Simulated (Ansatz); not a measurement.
The start is a generated cell, Na placed in the simple-cubic structure type. A full variable-cell relaxation at zero pressure is run with r2SCAN (plane waves to 500 eV, PAW, scalar-relativistic; Ansatz, a first-principles code). The first steps use a 13×13×13 k-mesh.

Starting cell:
```
CELL_PARAMETERS angstrom
      3.48661     0.00000     0.00000
      0.00000     3.48661     0.00000
      0.00000     0.00000     3.48661
ATOMIC_POSITIONS crystal
  Na 0.00000 0.00000 0.00000
```

* **Initial pressure**: -0.4 GPa (negative: the cell is under tension)
* **Energy released**: under 0.01 eV/atom
* **Volume change**: -6.0 %, from 42.38 to 39.84 Å³/atom
* **Band gap at the end**: no gap (metallic)
* **Optimiser moves**: 3

Final structure:

```cif
data_Na
_chemical_formula_sum 'Na1'
_space_group_name_H-M_alt 'Pm-3m'
_space_group_IT_number 221
_space_group_name_Hall '-P 4 2 3'
_cell_length_a 3.41540
_cell_length_b 3.41540
_cell_length_c 3.41540
_cell_angle_alpha 90.000
_cell_angle_beta 90.000
_cell_angle_gamma 90.000
loop_
_atom_site_label
_atom_site_type_symbol
_atom_site_symmetry_multiplicity
_atom_site_Wyckoff_symbol
_atom_site_fract_x
_atom_site_fract_y
_atom_site_fract_z
_atom_site_occupancy
Na1 Na 1 a 0.00000 0.00000 0.00000 1
```

Final values are on a 14×14×14 k-mesh of the relaxed cell. No spin polarisation in the result.

The run could not lose the symmetry of its start, so the end can be a saddle point.

The relaxed structure here is a generated cell of Na: the first start was made by placing the elements on the sites of a structure type, and the end was not matched to a known phase here, so it may be hypothetical. Known forms of Na include space group No. 229.
